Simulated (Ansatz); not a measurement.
A geometry of I away from equilibrium: the start of the relaxation of a generated cell, I built in the AFLOW prototype A_oP8_62_2c (A_c). These are PBE (plane waves to 420 eV, PAW, scalar-relativistic; Ansatz, a program for electronic structure) values and carry that method's errors. Γ-centred k-mesh 3×4×4 on the run's cell (coarser than for final values), Fermi–Dirac smearing 0.05 eV.

```xyz
8
Lattice="8.1438 0.0000 0.0000 0.0000 5.7726 0.0000 0.0000 0.0000 5.9731" Properties=species:S:1:pos:R:3 pbc="T T T"
I      3.7787     1.4432     1.7441
I      7.8506     1.4432     1.2424
I      4.3651     4.3295     4.2289
I      0.2932     4.3295     4.7307
I      1.4740     1.4432     3.9303
I      5.5459     1.4432     5.0293
I      6.6697     4.3295     2.0428
I      2.5979     4.3295     0.9437
```

### Question
Give the Cartesian forces on all atoms (eV/Å).

### Answer
```json
[
 {"atom": "I1", "Fx": "0.22", "Fy": "0.00", "Fz": "0.16"},
 {"atom": "I2", "Fx": "0.22", "Fy": "0.00", "Fz": "-0.16"},
 {"atom": "I3", "Fx": "-0.22", "Fy": "0.00", "Fz": "-0.16"},
 {"atom": "I4", "Fx": "-0.22", "Fy": "0.00", "Fz": "0.16"},
 {"atom": "I5", "Fx": "0.40", "Fy": "0.00", "Fz": "-0.16"},
 {"atom": "I6", "Fx": "0.40", "Fy": "0.00", "Fz": "0.16"},
 {"atom": "I7", "Fx": "-0.40", "Fy": "0.00", "Fz": "0.16"},
 {"atom": "I8", "Fx": "-0.40", "Fy": "0.00", "Fz": "-0.16"}
]
```

### Question
What is the pressure?

### Answer
+4.5 GPa, compression positive.

No spin polarisation in the result. Without a van der Waals term the distances between weakly bound units are poorly fixed.

The run could not lose the symmetry of its start, so the end can be a saddle point.

The end of the path is a generated cell of I: the first start was made by placing the elements on the sites of a structure type, and the end was not matched to a known phase here, so it may be hypothetical. Known forms of I include space group No. 64.
